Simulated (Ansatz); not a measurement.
An Ansatz (a first-principles code) input:

Ansatz 0.2 input:
```yaml
crystal:
  lattice:
    - [0.0, 3.6549450214, 3.6549450214]
    - [3.6549450214, 0.0, 3.6549450214]
    - [3.6549450214, 3.6549450214, 0.0]
  atoms:
    - { symbol: La, position: [0.5, 0.5, 0.5] }
    - { symbol: La, position: [0.75, 0.75, 0.75] }
    - { symbol: Ni, position: [0.125, 0.125, 0.125] }
    - { symbol: Ni, position: [0.625, 0.125, 0.125] }
    - { symbol: Ni, position: [0.125, 0.125, 0.625] }
    - { symbol: Ni, position: [0.125, 0.625, 0.125] }
kpoints:
  mp_grid: { grid: [7, 7, 7] }
  band_path:
    path:
      - [[0.0, 0.0, 0.0], [0.5, 0.0, 0.5], [0.625, 0.25, 0.625]]  # Γ-X-U
      - [[0.375, 0.375, 0.75], [0.0, 0.0, 0.0], [0.5, 0.5, 0.5], [0.5, 0.25, 0.75], [0.5, 0.0, 0.5]]  # K-Γ-L-W-X
    npoints: 12
hamiltonian:
  xc: r2scan
  pseudopotentials: { kind: paw }
magnetization: { noncollinear: true, spin_orbit: true }
scf:
  n_extra_bands: 12
  convergence: { dr2_threshold: 0.0000000001 }
  occupations: { method: gaussian, width: 0.05 }
output: { eigenvalues: true }
```

Q: How many symmetry operations and irreducible k-points will the run report?

A: 48 operations, 20 of 343 k-points.

Q: With a cutoff of 500 eV, how many plane waves at Γ?

A: 2445.

It took roughly 4 core-minutes on shared server cores.

Space group Fd-3m (cubic Laves (MgCu2 type)). The workflow started from an entry of the Crystallography Open Database (COD). Its standing as an ambient phase is unchecked. The cell was relaxed with r²SCAN under the symmetry of its start; its stability against distortions is not shown here. No spin polarisation was allowed.

Potentials: the later of the program's two PAW sets.

Ansatz is a plane-wave DFT program.
